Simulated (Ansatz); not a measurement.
Given:

Ga:
```xyz
4
Lattice="3.8271 -2.2848 0.0000 3.8271 2.2848 0.0000 0.0000 0.0000 4.5447" Properties=species:S:1:pos:R:3 pbc="T T T"
Ga     5.0677    -1.4964     1.1362
Ga     2.5864     1.4964     3.4085
Ga     5.0677     1.4964     3.4085
Ga     2.5864    -1.4964     1.1362
```

This is the PBEsol-relaxed structure. x, y and z are the axes in which the lattice vectors are written.

Task: All from plane-wave PAW PBEsol (Ansatz code), unless another level is named. Give the Poisson's ratio.

Result: 0.26.

Task: And the elastic constants (relaxed ions, GPa)?

Result: C11 = 116, C22 = 78.7, C33 = 79.5, C12 = 36.6, C13 = 38.6, C23 = 29.9, C44 = 34.2, C55 = 29.5, C66 = 31.2.

Task: Give the highest zone-centre frequency.

Result: 243 cm⁻¹.

Space group Cmcm. The workflow started from a Materials Project entry (that database holds measured and hypothetical structures alike); the Crystallography Open Database files this formula in space group No. 63, but the cells were not matched. It is not the phase usual at ambient conditions (space group No. 64). Symmetry was held in the PBEsol relaxation; of distortions, only those at the zone centre were tested. As this level gives no gap, shear constants depend on the k-mesh and smearing (Fermi–Dirac, 0.1 eV here). As this level gives no gap, phonon frequencies hold no LO–TO term and depend on the k-mesh and smearing (Fermi–Dirac, 0.1 eV here).

Potentials: the earlier of the program's two PAW sets.
